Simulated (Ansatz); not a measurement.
Kick test of a cell of SrIn2Te2S2

It was reached by relaxing an invented guess, and it needn't be the stable form of this composition.

All numbers below come from DFT PBE, scalar-relativistic, plane waves, PAW in Ansatz. Settings: cutoff 420 eV, Γ-centred mesh 6×6×6 on the computed 7-atom cell, Gaussian smearing of 0.02 eV; no spin polarisation.

The cell below (7 atoms, space group C2/m (No. 12)) is relaxed within its symmetry.

```
Sr In Te S
1.0
     6.51627   -2.76850    0.07979
     6.51627    2.76850    0.07979
    -3.36521    0.00000    6.29357
Sr In Te S
1 2 2 2
Direct
  0.00000 0.00000 0.00000
  0.63944 0.63944 0.49576
  0.36056 0.36056 0.50424
  0.40754 0.40754 0.15027
  0.59246 0.59246 0.84973
  0.83945 0.83945 0.53831
  0.16055 0.16055 0.46169
```

For the test it was strained at random (σ = 1.5 % a component), the atoms were moved at random (σ = 0.15 Å), and all was relaxed again on a coarse 4×4×2 mesh (in the run’s order of axes) with 0.10 eV smearing, with no symmetry imposed.

Spin–orbit coupling, which can matter for Te, is left out.

Problem. Does it come back?

Solution. It doesn't return. The energy falls by 10 meV/atom on that mesh, the volume changes by 4.8 %, and the end has space group C2 (No. 5) at a loose tolerance. Relaxed again on a 6×6×6 mesh with 0.02 eV smearing, the new structure lies 8 meV/atom below the first (mesh in the axes of the run's cell; the cell below is made exact in the group named). Space group C2 (No. 5), monoclinic, a = 12.636 Å, b = 6.011 Å, c = 6.953 Å, β = 116.5°. Around Sr lie 2 S at 2.96 Å and 4 Te at 3.51–3.52 Å; In is surrounded by 2 S at 2.47–2.55 Å and 2 Te at 2.86–2.87 Å; around Te lie 2 In at 2.86–2.87 Å and 2 Sr at 3.51–3.52 Å; around S lie 2 In at 2.47–2.55 Å and 1 Sr at 2.96 Å.

Space group C2 (No. 5). a = 12.636 Å, b = 6.011 Å, c = 6.953 Å, α = 90.00°, β = 116.53°, γ = 90.00°
```tsv
atom	site	symmetry	x	y	z
Sr	2a	2	0.0000	0.9850	0.0000
In	4c	1	0.1423	0.5509	0.4984
Te	4c	1	0.4118	0.9864	0.1480
S	4c	1	0.3412	0.4704	0.5319
```
